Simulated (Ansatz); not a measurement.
The elements of this relaxed trial crystal are hidden behind letters.

```
lattice vectors (Å)
   3.7979    2.1927    4.2270
  -3.7979    2.1927    4.2270
   0.0000   -4.3855    4.2270
fractional positions
X 0.5626 0.5626 0.5626
X 0.6203 0.0472 0.6203
X 0.6203 0.6203 0.0472
X 0.0472 0.6203 0.6203
Z 0.9423 0.9423 0.9423
```

All numbers below come from DFT PBE, scalar-relativistic, plane waves, PAW (Ansatz). Settings of the last relaxation (5-atom cell): 420 eV, 6×6×6 k points, Gaussian smearing of 0.10 eV, no spin polarisation.

```
Space group                              : R3m (No. 160)
Conventional cell                        : a = 7.596 Å, c = 12.681 Å
Volume per atom                          : 42.24 Å³
Density                                  : 4.74 g/cm³
Formation energy                         : +0.23 eV/atom
Gap on the 6×6×6 mesh of the 5-atom cell : 0 eV (a metal)
```

Energies are uncorrected and count from the elements' standard states at the same level.

Q: X is a p-block element of period 5 and Z is a p-block element of period 5. Which elements are they?

A: X = Sn, Z = Te, so the formula is Sn4Te. Density times volume gives a mean mass of 4.74 × 42.24/1.6605 = 120.6 u per atom, and this set has 120.5 u. Sn on a site of symmetry 3m has 6 Sn at 3.03–3.15 Å; Sn on a site of symmetry m is surrounded by 1 Te at 2.95 Å and 4 Sn at 3.03–3.24 Å; around Te lie 3 Sn at 2.95 Å. Other sets within the hints have nearly the same mass, so mass alone doesn't settle it; this one was computed.

Spin–orbit coupling, which can matter for Te, is left out. Symmetry constrained the relaxation, so the result can be a saddle point.
